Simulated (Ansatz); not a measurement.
BePd:
```
BePd
1.0
    2.82911     0.00000     0.00000
    0.00000     2.82911     0.00000
    0.00000     0.00000     2.82720
Be Pd
1 1
Direct
  0.50000   0.50000   0.50000
  0.00000   0.00000   0.00000
```

Relaxed with PBE. Special points in fractions of this cell's reciprocal vectors: Γ (0.000, 0.000, 0.000); X (0.000, 0.500, 0.000); M (0.500, 0.500, 0.000); Z (0.000, 0.000, 0.500); R (0.000, 0.500, 0.500); A (0.500, 0.500, 0.500).

Question: List the band energies nearest the Fermi level at these points for PBE with spin–orbit coupling (plane waves, PAW; program Ansatz).

Answer: In eV from the Fermi level; about four levels below and three above (degenerate sets whole), none deeper than 8.9 eV; points with the same levels are listed once.

```csv
k,below,above
Γ,-2.43 -2.43 -2.43 -2.43 -2.13 -2.13,5.17 5.17 5.39 5.39
X,-2.18 -2.18 -0.06 -0.06,10.00 10.00 10.06 10.06
M,-1.71 -1.71 -1.32 -1.32,5.37 5.37 5.83 5.83
Z,-2.18 -2.18 -0.05 -0.05,10.00 10.00 10.06 10.06
R,-1.70 -1.70 -1.32 -1.32,5.38 5.38 5.84 5.84
A,-1.26 -1.26 -1.25 -1.25,4.60 4.60 5.11 5.11
```

Space group Pm-3m (CsCl type). The cell is a constructed one: a structure type filled with these elements; the Crystallography Open Database files this formula in space group No. 221, but the cells were not matched. Whether it is the stable phase at ambient conditions was not checked. Symmetry was held in the PBE relaxation; its stability against distortions is not shown here. The run is not spin-polarised. Point labels and valley counts follow the cell and symmetry of the run, lower than the named group.

Potentials: the earlier of the program's two PAW sets.
